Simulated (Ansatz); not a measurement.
Cu Kα1 powder pattern (kinematic, no thermal factors).
```tsv
2θ (°)	relative intensity
15.43	2
21.86	2
23.21	100
23.24	33
26.87	2
32.12	2
38.35	53
38.39	53
39.18	1
45.31	17
45.33	33
45.36	17
55.39	18
60.83	14
60.86	7
60.90	7
69.36	9
69.38	18
69.44	9
74.25	8
74.27	8
74.30	4
74.35	1
82.14	6
82.22	6
86.80	5
86.81	5
86.86	5
86.91	5
```

The pattern is computed from a structure relaxed with Ansatz, DFT PBE, scalar-relativistic, plane waves, PAW. No spin polarisation. Its elements are Cd, Hg, Te.

Question: Give the structure.

Answer: Cd2HgTe3.
Space group P3m1 (No. 156). a = 4.690 Å, b = 4.690 Å, c = 11.473 Å, α = 90.00°, β = 90.00°, γ = 120.00°
| atom | site | symmetry | x | y | z |
| --- | --- | --- | --- | --- | --- |
| Cd | 1a | 3m. | 0.0000 | 0.0000 | 0.0006 |
| Cd | 1c | 3m. | 0.6667 | 0.3333 | 0.3334 |
| Hg | 1b | 3m. | 0.3333 | 0.6667 | 0.6667 |
| Te | 1a | 3m. | 0.0000 | 0.0000 | 0.7507 |
| Te | 1b | 3m. | 0.3333 | 0.6667 | 0.4156 |
| Te | 1c | 3m. | 0.6667 | 0.3333 | 0.0831 |

A pattern alone doesn't exclude other cells with like lines; this is the one computed.

The structure comes from a generated guess; another structure or a mixture of phases may lie lower.
